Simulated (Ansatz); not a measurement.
With the program Ansatz at the PBEsol level (PAW), AlC$_{2}$N in the trigonal phase (R3m; Al on 3a, N on 3a, C on 3a, C on 3a) relaxes to a = 2.938 Å, c = 14.347 Å. Al has 4 nearest neighbours from 1.89 Å (tetrahedral); N has 4 nearest neighbours from 1.83 Å (tetrahedral). Its formation energy from the elements is 0.83 eV/atom, with no fitted shifts.

Electronic character: metallic (no gap).

The bulk modulus is 168 GPa. The highest mode at Γ lies at 1417 cm⁻¹.

The start of the workflow was typed in or built on a structure type; neither database checked (COD, Materials Project) lists it. Whether it is the stable phase at ambient conditions was not checked. The PBEsol relaxation kept the symmetry of its start. At this level the phase is dynamically unstable (imaginary phonons). Its formation energy is positive at this level, so the cell may be metastable or incomplete. As this level gives no gap, phonon frequencies hold no LO–TO term and depend on the k-mesh and smearing (Fermi–Dirac, 0.1 eV here). The references are the lowest solids computed at this level, not always the standard phases (solids in place of the gases).

Potentials: the earlier of the program's two PAW sets. The files were generated under PBE; for other functionals the program regenerates the frozen cores, and for LDA and PBEsol the local potential too.
